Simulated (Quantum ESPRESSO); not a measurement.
Kohn-Sham bands of CsAsF$_{6}$ (R-3)

```
CsAsF6
1.0
    3.85586     2.22618     2.62205
   -3.85586     2.22618     2.62205
    0.00000    -4.45236     2.62205
Cs As F
1 1 6
Cartesian
  0.00000   0.00000   3.93308
  0.00000   0.00000   0.00000
 -0.33118   1.38110   1.01581
  0.33118  -1.38110  -1.01581
 -1.03048  -0.97736   1.01581
  1.03048   0.97736  -1.01581
  1.36166  -0.40374   1.01581
 -1.36166   0.40374  -1.01581
```

Cell from Materials Project (mp-9820), symmetrised, no further relaxation. Not found in the COD (Crystallography Open Database) copy used; not checked further. Method: LDA plane waves in Quantum ESPRESSO 7.5 (PseudoDojo norm-conserving files, 68 Ry, no spin polarisation, no spin-orbit coupling), Bloch states on a 4×4×4 mesh through Γ, Wannier90 4.0.1. Density: 6×6×6 mesh, cold smearing 0.01 Ry. Spin-orbit coupling is left out although heavy elements are present.

Energies are relative to the valence-band maximum; weights are on the orthonormalised atomic waves of the pseudopotential files, averaged over the group. 66 electrons a cell are treated as valence.

```
bands  from (eV)  to (eV)  filling  weight on atomic waves
-----  ---------  -------  -------  ----------------------
1–5       -35.19   -35.03   filled                       …
6         -22.01   -21.93   filled                       …
7–9       -20.37   -20.27   filled                       …
10–11     -19.48   -19.44   filled                       …
12        -16.37   -16.36   filled                       …
13         -8.33    -8.20   filled                       …
14–16      -4.82    -4.37   filled                       …
17–19      -3.82    -2.85   filled                       …
20–30      -2.47    -0.61   filled                       …
31–33      -0.26     0.00   filled                       …
34          5.51     6.33    empty                       …
```

Q: Which atomic shells make up each group?

A: 
- 1–5, weight on atomic waves: As 3d 99 %
- 6, weight on atomic waves: F 2s 73 %, As 4s 20 %, F 2p 5 %
- 7–9, weight on atomic waves: F 2s 84 %, As 4p 14 %
- 10–11, weight on atomic waves: F 2s 98 %
- 12, weight on atomic waves: Cs 5s 99 %
- 13, weight on atomic waves: F 2p 49 %, As 4s 29 %, F 2s 20 %
- 14–16, weight on atomic waves: F 2p 74 %, As 4p 13 %, F 2s 6 %
- 17–19, weight on atomic waves: Cs 5p 75 %, F 2p 22 %
- 20–30, weight on atomic waves: F 2p 94 %, Cs 5p 5 %
- 31–33, weight on atomic waves: F 2p 99 %
- 34, weight on atomic waves: As 4s 45 %, F 2p 42 %, F 2s 5 %

The Kohn-Sham gap over both meshes and the path is 5.51 eV.
